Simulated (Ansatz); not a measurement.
Geometry optimisation in Ansatz: input, command and trajectory.

```yaml
crystal:
  lattice:
    - [2.94698053, 2.94698053, 5.89396106]
    - [-2.94698053, -2.94698053, 5.89396106]
    - [8.84094159, -5.89396106, 2.94698053]
  atoms:
    - { symbol: C, position: [0.5751304806, 0.8774539818, 0.6016665331] }
    - { symbol: Si, position: [0.2059511115, 0.9951164796, 0.6005965621] }
    - { symbol: Si, position: [0.2978463254, 0.4984461081, 0.4012862644] }
    - { symbol: Si, position: [0.8034305933, 0.9969417725, 0.3994404998] }
    - { symbol: Si, position: [0.9729584752, 0.8738231011, 0.8007284049] }
    - { symbol: Si, position: [0.1822025137, 0.8748353805, 0.3988311414] }
    - { symbol: Si, position: [0.0742160454, 0.3728560034, 0.6005521106] }
    - { symbol: Ge, position: [0.1026223789, 0.4975218051, 0.7994911766] }
    - { symbol: Ge, position: [0.9959655364, 0.0021678163, 0.0026459131] }
    - { symbol: Ge, position: [0.8989791626, 0.4965815887, 0.2036467222] }
    - { symbol: Ge, position: [0.769997178, 0.873640934, 0.2019792826] }
    - { symbol: Ge, position: [0.2749992736, 0.372515961, 0.2000467649] }
    - { symbol: Sn, position: [0.6036342404, 0.9991573721, 0.8002428299] }
    - { symbol: Sn, position: [0.4018407983, 0.0001930725, 0.2029286847] }
    - { symbol: Sn, position: [0.7056303234, 0.4984662137, 0.5962726551] }
    - { symbol: Sn, position: [0.5001591557, 0.5015867488, 0.0013827385] }
    - { symbol: Sn, position: [0.4718225493, 0.3734601369, 0.7980238108] }
    - { symbol: Sn, position: [0.3758012239, 0.8734188713, 0.9982869851] }
    - { symbol: Sn, position: [0.6744174161, 0.3760281078, 0.399589242] }
    - { symbol: Sn, position: [0.8778978693, 0.3776381698, 0.997237506] }
  symmetry: { detect: false }
basis:
  ecutwfc: 420
kpoints:
  mp_grid: { grid: [2, 2, 2], shift: [0.5, 0.5, 0.5] }
hamiltonian:
  xc: pbesol
scf:
  occupations: { method: gaussian, width: 0.1 }
  lower_state_search: "off"
output:
  forces: true
  stress: true
  eigenvalues: true
relax:
  adjacent_minimum: "off"
  f_tol: 0.04
  max_steps: 50
  cell: { stress_tol: 0.3 }
```

```bash
ansatz run input.yaml --threads 4 --pin off --max-ram 9216MiB --backend cpu --events-out ev --progress --plain --runs-dir out
```

These are results of Ansatz, DFT PBEsol, scalar-relativistic, plane waves, PAW, not measurements.

Of 9 frames 9 are shown, positions in Å and forces in eV/Å; the SCF threshold varies from step to step. Steps run on the plane waves of an earlier cell, with a Pulay correction in the pressure. The basis is chosen afresh for the last frame, the zero of the energies, and can be on the way; energy and pressure step there, also at an unchanged geometry.

```xyz
20
Lattice="2.9470 2.9470 5.8940 -2.9470 -2.9470 5.8940 8.8409 -5.8940 2.9470" Properties=species:S:1:pos:R:3:forces:R:3 pbc="T T T" step=1 free_energy_over_end_meV_per_atom=271.00 pressure_GPa=1.58
C     4.4284   -4.4371   10.3346   -0.5630    0.2190    0.0160
Si    2.9842   -5.8655    8.8490    0.6220    0.5850    0.6640
Si    2.9566   -2.9563    5.8759   -0.6600   -0.8840   -0.6650
Si    2.9612   -2.9246   11.7885    1.5450   -0.2090   -1.2060
Si    7.3713   -4.4273   13.2446    0.7070    1.1490    1.1000
Si    1.4849   -4.3919    7.4055    1.1390   -1.1200   -1.2120
Si    4.4294   -4.4197    4.4048    0.7320    1.1110    1.0090
Ge    5.9045   -5.8759    5.8933   -2.0740   -0.0450   -0.1330
Ge    2.9521    2.9131    5.8908   -0.0990    0.3250   -1.5060
Ge    2.9863   -0.0144    8.8255   -0.4580    0.4660    1.3440
Ge    1.4803   -1.4959   10.2828    1.2510    0.8750    1.2820
Ge    1.4812   -1.4664    4.4060    0.1470   -1.7410    0.5030
Sn    5.9093   -5.8822   11.8051   -1.4130    3.3280   -1.3820
Sn    2.9777   -0.0124    2.9676    0.4110   -0.8990    0.1530
Sn    5.8821   -2.9039    8.8541   -0.8190   -1.7840    3.1270
Sn    0.0080   -0.0124    5.9083    0.8680   -0.5310   -1.6060
Sn    7.3452   -4.4136    7.3338   -0.8360   -0.8430    0.0440
Sn    7.3593   -7.3503   10.3048   -0.8320   -1.5240   -0.6520
Sn    4.4121   -1.4758    7.3689   -0.8740    0.9210   -1.7820
Sn   10.2908   -4.4034   10.3389    1.2040    0.6010    0.9030
20
Lattice="2.9592 2.9699 5.9007 -2.9657 -2.9538 5.8959 8.8605 -5.8944 2.9363" Properties=species:S:1:pos:R:3:forces:R:3 pbc="T T T" step=2 free_energy_over_end_meV_per_atom=128.48 pressure_GPa=-0.94
C     4.3894   -4.4151   10.3320   -0.6710    0.5440    0.1870
Si    3.0154   -5.8325    8.8886    0.6210    0.5480    0.5700
Si    2.9324   -3.0002    5.8481   -0.1850   -0.5880   -0.3430
Si    3.0483   -2.9326   11.7267    1.2040   -0.6720   -0.9040
Si    7.3974   -4.3500   13.2949    0.1780    0.6960    0.5490
Si    1.5356   -4.4555    7.3489    0.8160   -0.6980   -0.6860
Si    4.4637   -4.3656    4.4377    0.1630    0.6040    0.5760
Ge    5.8164   -5.8807    5.8798   -1.1630    0.1010   -0.0930
Ge    2.9549    2.9480    5.8215   -0.2800    0.1110   -0.9470
Ge    2.9769    0.0165    8.8899   -0.0350    0.1330    0.6780
Ge    1.5354   -1.4571   10.3435    0.6940    0.2450    0.4760
Ge    1.5001   -1.5506    4.4238    0.4160   -1.2880    0.1720
Sn    5.8417   -5.7064   11.7370   -1.2330    1.5100   -0.8200
Sn    3.0281   -0.0560    2.9818    0.3930   -0.5320    0.0720
Sn    5.8371   -2.9632    9.0106   -1.0570   -0.7510    1.2900
Sn    0.0511   -0.0344    5.8470    0.6650   -0.2410   -0.3040
Sn    7.3123   -4.4316    7.3202   -0.3320    0.1800   -0.2000
Sn    7.3236   -7.4082   10.2682   -0.3570   -0.1970    0.0030
Sn    4.3877   -1.4271    7.2974   -0.0090    0.1020   -0.4950
Sn   10.3648   -4.3524   10.3731    0.1740    0.1940    0.2190
20
Lattice="2.9210 2.9772 5.7612 -2.9748 -2.9497 5.7743 8.8462 -5.9361 2.8298" Properties=species:S:1:pos:R:3:forces:R:3 pbc="T T T" step=3 free_energy_over_end_meV_per_atom=57.45 pressure_GPa=-0.81
C     4.2256   -4.3699   10.0818   -0.6700    0.4990    0.3450
Si    2.9940   -5.8354    8.7063    0.6240    0.7090    0.7020
Si    2.9708   -3.1117    5.7031   -0.0370   -0.2900   -0.2600
Si    3.0416   -2.9342   11.4323    1.0840   -1.0260   -1.1190
Si    7.2876   -4.2744   12.9924    0.1850    0.2990    0.2790
Si    1.6212   -4.5661    7.1183    0.4560   -0.4210   -0.3900
Si    4.4504   -4.3644    4.3040    0.0850    0.3420    0.3610
Ge    5.7202   -5.8506    5.7369   -0.5380    0.0260   -0.0600
Ge    2.8942    3.0177    5.6223   -0.1900    0.0400   -0.3470
Ge    2.9296    0.0220    8.6616   -0.0230    0.0720    0.3840
Ge    1.5329   -1.4461   10.1215    0.3190    0.1430    0.1740
Ge    1.6035   -1.7157    4.2956    0.1650   -0.6600    0.0350
Sn    5.6624   -5.6128   11.4559   -0.8610    0.9620   -0.5670
Sn    3.1103   -0.1633    2.8501    0.0290   -0.0870    0.1870
Sn    5.6993   -2.9829    8.8500   -0.6870   -0.6320    0.8040
Sn    0.1395   -0.1490    5.6774    0.3630   -0.0240   -0.0760
Sn    7.2774   -4.4630    7.2144   -0.1720    0.0390   -0.1450
Sn    7.2606   -7.3991   10.0875   -0.1750   -0.1730   -0.1200
Sn    4.3534   -1.4193    7.0569   -0.0700    0.0670   -0.1560
Sn   10.2774   -4.3255   10.1083    0.1120    0.1170   -0.0320
20
Lattice="2.9276 2.9488 5.7313 -2.9568 -2.9530 5.7480 8.7835 -5.8672 2.8500" Properties=species:S:1:pos:R:3:forces:R:3 pbc="T T T" step=4 free_energy_over_end_meV_per_atom=11.11 pressure_GPa=-0.28
C     4.1149   -4.2890   10.0893   -0.4870   -0.0500   -0.1540
Si    3.0351   -5.7222    8.7619    0.2310    0.4360    0.4750
Si    2.9637   -3.1235    5.6833    0.0720   -0.1160    0.1490
Si    3.1495   -3.0495   11.2849    0.1700   -0.3670   -0.2710
Si    7.2507   -4.2131   12.9762   -0.0050    0.2330    0.1670
Si    1.6574   -4.6027    7.0653    0.2340   -0.2750   -0.2280
Si    4.4264   -4.3029    4.3101    0.0480    0.1160    0.0120
Ge    5.6329   -5.7869    5.7356   -0.1430    0.0010   -0.0230
Ge    2.8855    2.9954    5.5621   -0.0500   -0.0320   -0.2150
Ge    2.9318    0.0091    8.6442    0.0320    0.0400    0.0450
Ge    1.5871   -1.4746   10.0904    0.2230   -0.0600    0.1300
Ge    1.6276   -1.7741    4.2830    0.0760   -0.2730   -0.0630
Sn    5.5414   -5.4733   11.3854   -0.2740    0.2970    0.1100
Sn    3.1109   -0.1793    2.8483    0.0250   -0.1370    0.0090
Sn    5.6009   -3.0138    8.9037   -0.0780    0.0050    0.1220
Sn    0.1817   -0.1751    5.6395    0.1410    0.0350   -0.0030
Sn    7.2252   -4.4090    7.1964   -0.1260    0.0620   -0.0330
Sn    7.1876   -7.3359   10.0769   -0.0930    0.0350   -0.1210
Sn    4.3600   -1.4151    7.0170    0.0160   -0.0070   -0.1080
Sn   10.2365   -4.2648   10.0950   -0.0110    0.0580   -0.0010
20
Lattice="2.9383 2.9073 5.6492 -2.9735 -2.9749 5.7006 8.7701 -5.8102 2.8448" Properties=species:S:1:pos:R:3:forces:R:3 pbc="T T T" step=5 free_energy_over_end_meV_per_atom=5.60 pressure_GPa=0.74
C     3.9972   -4.3093    9.9799    0.7520   -0.9560   -1.0050
Si    3.0507   -5.6113    8.8116   -0.0880   -0.2000   -0.1520
Si    2.9773   -3.1780    5.6573   -0.1030   -0.0030    0.2380
Si    3.1636   -3.1839   11.1094   -0.8360    1.2760    1.1420
Si    7.2210   -4.1332   12.9096   -0.0560    0.0050    0.0690
Si    1.6909   -4.6974    6.9746   -0.0530   -0.1390   -0.0600
Si    4.4365   -4.2583    4.2778    0.1790    0.0660   -0.1880
Ge    5.5894   -5.7321    5.7126    0.0060   -0.1060   -0.0870
Ge    2.8996    2.9676    5.4256    0.0320   -0.0280   -0.1110
Ge    2.9226   -0.0349    8.5247   -0.0190    0.0170    0.0480
Ge    1.6189   -1.5668    9.9596   -0.0420   -0.0190    0.0340
Ge    1.6702   -1.8657    4.2215   -0.0380   -0.0130   -0.1170
Sn    5.4433   -5.4006   11.3647    0.1610    0.0480    0.0640
Sn    3.0999   -0.2325    2.7546    0.0200    0.0260   -0.0210
Sn    5.5414   -2.9958    8.8623    0.1210    0.0040    0.0160
Sn    0.2405   -0.2231    5.5565   -0.0150    0.0510    0.0180
Sn    7.1933   -4.3892    7.1842    0.0080   -0.0120    0.0060
Sn    7.1341   -7.2460    9.9787   -0.0030   -0.0590    0.0460
Sn    4.3636   -1.4358    6.9062   -0.0370    0.0130   -0.0080
Sn   10.2374   -4.2061    9.9853    0.0100    0.0290    0.0700
20
Lattice="2.9438 2.9358 5.6854 -2.9678 -2.9550 5.7070 8.7880 -5.8222 2.8397" Properties=species:S:1:pos:R:3:forces:R:3 pbc="T T T" step=6 free_energy_over_end_meV_per_atom=0.06 pressure_GPa=-0.06
C     4.0354   -4.2678    9.9851    0.0320   -0.1290   -0.0810
Si    3.0785   -5.5982    8.8076   -0.0090    0.0110    0.0770
Si    2.9764   -3.1769    5.6948   -0.0300   -0.0070   -0.0230
Si    3.1167   -3.0990   11.1791    0.0420   -0.0180    0.0500
Si    7.2557   -4.0889   12.9494    0.0350    0.0340    0.0070
Si    1.6881   -4.7162    6.9852    0.0310    0.0210   -0.0240
Si    4.4638   -4.2213    4.2806    0.0420   -0.0250   -0.0180
Ge    5.6181   -5.7252    5.6981    0.0090    0.0080   -0.0030
Ge    2.8997    2.9914    5.4501   -0.0090   -0.0130   -0.0050
Ge    2.9167   -0.0096    8.5856    0.0260    0.0350   -0.0130
Ge    1.5900   -1.5418    9.9891   -0.0240    0.0820    0.0090
Ge    1.6683   -1.8634    4.2356   -0.0180   -0.0090    0.0290
Sn    5.5145   -5.3463   11.3696   -0.1290   -0.0200   -0.0020
Sn    3.1109   -0.2483    2.7543   -0.0400    0.0270    0.0260
Sn    5.6129   -2.9716    8.8894   -0.0400    0.0180   -0.0180
Sn    0.2494   -0.1915    5.5751   -0.0170    0.0080   -0.0130
Sn    7.2305   -4.3663    7.1671    0.0480   -0.0030    0.0110
Sn    7.1598   -7.2518    9.9873    0.0340    0.0060   -0.0150
Sn    4.3453   -1.4290    6.9650    0.0240   -0.0030    0.0110
Sn   10.2649   -4.1907   10.0230   -0.0070   -0.0240   -0.0040
20
Lattice="2.9257 2.9255 5.6751 -2.9673 -2.9730 5.7197 8.7621 -5.8435 2.8412" Properties=species:S:1:pos:R:3:forces:R:3 pbc="T T T" step=7 free_energy_over_end_meV_per_atom=0.03 pressure_GPa=0.00
C     4.0012   -4.3346    9.9716    0.0090    0.1130    0.1510
Si    3.0390   -5.6496    8.8207    0.0360    0.0070   -0.0680
Si    2.9723   -3.1981    5.6901    0.0040    0.0160    0.0130
Si    3.1163   -3.1366   11.1787   -0.0390    0.0240   -0.0120
Si    7.2150   -4.1285   12.9479   -0.0490   -0.0430   -0.0300
Si    1.6804   -4.7177    6.9999   -0.0190   -0.0650   -0.0310
Si    4.4440   -4.2671    4.2764   -0.0160    0.0090    0.0060
Ge    5.5972   -5.7610    5.7016    0.0030   -0.0110    0.0050
Ge    2.8818    2.9904    5.4406    0.0090    0.0080   -0.0150
Ge    2.9105   -0.0192    8.5740   -0.0220   -0.0180    0.0010
Ge    1.5896   -1.5440    9.9999   -0.0090   -0.0150   -0.0110
Ge    1.6677   -1.8703    4.2440    0.0180   -0.0010    0.0060
Sn    5.4471   -5.3981   11.3885    0.0640    0.0050   -0.0010
Sn    3.0950   -0.2357    2.7676    0.0080    0.0060   -0.0140
Sn    5.5554   -3.0135    8.8802    0.0450   -0.0200   -0.0020
Sn    0.2398   -0.2127    5.5850    0.0030   -0.0070   -0.0060
Sn    7.2001   -4.4086    7.1840   -0.0100    0.0170   -0.0080
Sn    7.1257   -7.2792   10.0071   -0.0170   -0.0120    0.0190
Sn    4.3389   -1.4384    6.9525   -0.0190   -0.0160   -0.0150
Sn   10.2311   -4.2249   10.0140    0.0030    0.0010    0.0110
20
Lattice="2.9352 2.9280 5.6798 -2.9652 -2.9640 5.7128 8.7765 -5.8342 2.8436" Properties=species:S:1:pos:R:3:forces:R:3 pbc="T T T" step=8 free_energy_over_end_meV_per_atom=-0.23 pressure_GPa=-0.01
C     4.0232   -4.3028    9.9850    0.0020    0.0080    0.0010
Si    3.0647   -5.6219    8.8166    0.0020   -0.0040   -0.0070
Si    2.9776   -3.1909    5.6896   -0.0040   -0.0020    0.0020
Si    3.1171   -3.1161   11.1804    0.0050   -0.0020    0.0100
Si    7.2358   -4.1112   12.9468   -0.0020    0.0010    0.0000
Si    1.6882   -4.7183    6.9918   -0.0060   -0.0040    0.0010
Si    4.4611   -4.2475    4.2788    0.0040    0.0030   -0.0070
Ge    5.6135   -5.7461    5.7012    0.0010   -0.0040   -0.0010
Ge    2.8872    2.9911    5.4426   -0.0040    0.0000   -0.0010
Ge    2.9188   -0.0149    8.5772    0.0030   -0.0030   -0.0020
Ge    1.5903   -1.5369    9.9941    0.0000    0.0030   -0.0040
Ge    1.6717   -1.8679    4.2406    0.0010   -0.0020    0.0020
Sn    5.4779   -5.3768   11.3837   -0.0020    0.0080    0.0000
Sn    3.1030   -0.2396    2.7620    0.0040    0.0050    0.0010
Sn    5.5882   -2.9954    8.8862   -0.0010   -0.0010   -0.0010
Sn    0.2433   -0.2093    5.5807    0.0010    0.0020    0.0000
Sn    7.2196   -4.3934    7.1813    0.0010   -0.0020   -0.0020
Sn    7.1418   -7.2689   10.0029   -0.0010   -0.0030   -0.0010
Sn    4.3447   -1.4392    6.9582   -0.0020   -0.0020    0.0070
Sn   10.2510   -4.2156   10.0181   -0.0030    0.0000    0.0020
20
Lattice="2.9352 2.9280 5.6798 -2.9652 -2.9640 5.7128 8.7765 -5.8342 2.8436" Properties=species:S:1:pos:R:3:forces:R:3 pbc="T T T" step=9 free_energy_over_end_meV_per_atom=0.00 pressure_GPa=-0.02
C     4.0232   -4.3028    9.9850    0.0010    0.0080    0.0010
Si    3.0647   -5.6219    8.8166    0.0020   -0.0050   -0.0070
Si    2.9776   -3.1909    5.6896   -0.0040   -0.0020    0.0020
Si    3.1171   -3.1161   11.1804    0.0050   -0.0020    0.0100
Si    7.2358   -4.1112   12.9468   -0.0020    0.0010    0.0000
Si    1.6882   -4.7183    6.9918   -0.0060   -0.0040    0.0010
Si    4.4611   -4.2475    4.2788    0.0040    0.0030   -0.0070
Ge    5.6135   -5.7461    5.7012    0.0010   -0.0040   -0.0010
Ge    2.8872    2.9911    5.4426   -0.0040    0.0000   -0.0010
Ge    2.9188   -0.0149    8.5772    0.0030   -0.0030   -0.0020
Ge    1.5903   -1.5369    9.9941    0.0000    0.0030   -0.0040
Ge    1.6717   -1.8679    4.2406    0.0010   -0.0030    0.0020
Sn    5.4779   -5.3768   11.3837   -0.0020    0.0080    0.0000
Sn    3.1030   -0.2396    2.7620    0.0050    0.0040    0.0010
Sn    5.5882   -2.9954    8.8862    0.0000   -0.0010   -0.0010
Sn    0.2433   -0.2093    5.5807    0.0010    0.0020    0.0000
Sn    7.2196   -4.3934    7.1813    0.0010   -0.0020   -0.0020
Sn    7.1418   -7.2689   10.0029   -0.0010   -0.0030   -0.0010
Sn    4.3447   -1.4392    6.9582   -0.0020   -0.0020    0.0070
Sn   10.2510   -4.2156   10.0181   -0.0030    0.0000    0.0020
```

Time: 110 s on 4 threads of Arm Neoverse V1 (shared host), peak memory 1.5 GiB.

The k mesh is coarse.